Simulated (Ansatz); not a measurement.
Lattice vibrations of MnGa4 at Γ

Theory: Ansatz 0.2.0, DFT PBEsol, scalar-relativistic, plane waves, PAW. Settings: 420 eV plane-wave cutoff, Γ-centred 10×10×10 mesh, Gaussian smearing of 0.20 eV. Collinear spin, site moments 0.5, 0.0, 0.0, 0.0, 0.0 μB. Phonons by linear response, acoustic sum rule imposed.

Relaxed structure:
```
CELL_PARAMETERS angstrom
-2.75498 2.75498 2.75498
2.75498 -2.75498 2.75498
2.75498 2.75498 -2.75498
ATOMIC_POSITIONS crystal
Mn 0.00000 0.00000 0.00000
Ga 0.00000 0.00000 0.50000
Ga 0.00000 0.50000 0.00000
Ga 0.50000 0.00000 0.00000
Ga 0.50000 0.50000 0.50000
```

In a metal, frequencies and elastic constants depend on the k mesh and the smearing, soft modes and shear constants most.

Optical modes at Γ; i marks an imaginary frequency:
| frequency (meV) | degeneracy |
| --- | --- |
| 6.7 | 2 |
| 19.5 | 3 |
| 22.8 | 3 |
| 25.3 | 1 |
| 43.2 | 3 |

All 12 optical modes at Γ are real: no displacement of atoms at fixed cell lowers the energy to second order. Strains and modes at other wave vectors aren't tested by this run.

Whether MnGa4 exists in this form wasn't checked.

Cost: 1 run of about 15 core-minutes, on Arm Neoverse V2 (shared hosts).